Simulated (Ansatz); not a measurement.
The start is a generated cell, Rh placed in the fcc structure type. The structure is fully relaxed (lattice and positions, P = 0) with PBEsol (plane waves to 420 eV, PAW, scalar-relativistic; Ansatz, a quantum-chemistry and plane-wave program). The first steps use a coarse 15×15×15 k-mesh.

Input geometry:
```yaml
crystal:
  lattice:
    - [0.00000, 1.90000, 1.90000]
    - [1.90000, 0.00000, 1.90000]
    - [1.90000, 1.90000, 0.00000]
  atoms:
    - { symbol: Rh, position: [0.00000, 0.00000, 0.00000] }
```

Q: How large is the pressure on the unrelaxed cell, and of which sign?

A: -4.5 GPa (negative: the cell is under tension).

Q: How much energy is released per atom?

A: Under 0.01 eV/atom.

Q: How does the volume change?

A: -1.6 %, from 13.72 to 13.50 Å³/atom.

Q: How do the shortest distances between atoms change?

A: The closest pairs of elements (up to four, under 3.6 Å), start → end: Rh–Rh 2.69 → 2.67 Å.

Q: Is the relaxed structure metallic? Give its gap.

A: No gap (metallic).

The space group stays Fm-3m (No. 225) (the run could not lower it); the end is fcc (Cu type), with 1 atom in the primitive cell. Final values are on a 21×21×21 k-mesh of the relaxed cell. No spin polarisation in the result.

The run could not lose the symmetry of its start.
